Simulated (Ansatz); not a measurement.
## C: relaxed-ion elastic tensor

Level of theory: DFT PBEsol, scalar-relativistic, plane waves, PAW in Ansatz 0.2.0. Plane waves to 420 eV; Γ-centred k mesh 18×18×18; fixed occupations. No spin polarisation.

Equilibrium structure at this level:
```
C
1.0
     1.22945    0.70982    3.61403
    -1.22945    0.70982    3.61403
     0.00000   -1.41964    3.61403
C
2
Direct
  0.83336 0.83336 0.83336
  0.16664 0.16664 0.16664
```

The crystal is built of layers and no dispersion correction was added, so the binding between them is poorly described, and with it their spacing and whatever depends on it.

Task: Give the relaxed-ion elastic constants (GPa, Voigt order xx yy zz yz xz xy, on the axes of the cell above).

Result:
```
986.3 185.5  -0.9   0.8   0.0   0.0
185.5 986.3  -0.9  -0.8   0.0   0.0
 -0.9  -0.9   8.9   0.0   0.0   0.0
  0.8  -0.8   0.0   2.2   0.0   0.0
  0.0   0.0   0.0   0.0   2.2   0.8
  0.0   0.0   0.0   0.0   0.8 400.4
```

Task: Is the crystal stable against homogeneous strain?

Result: Yes: the least eigenvalue of the tensor is 2.2 GPa.

Task: And the moduli of a polycrystal (Hill averages)?

Result: B = 135 GPa, G = 103 GPa, E = 246 GPa, ν = 0.20.

Cost: 1 run of about 3.9 core-minutes, on Arm Neoverse V1 (shared hosts).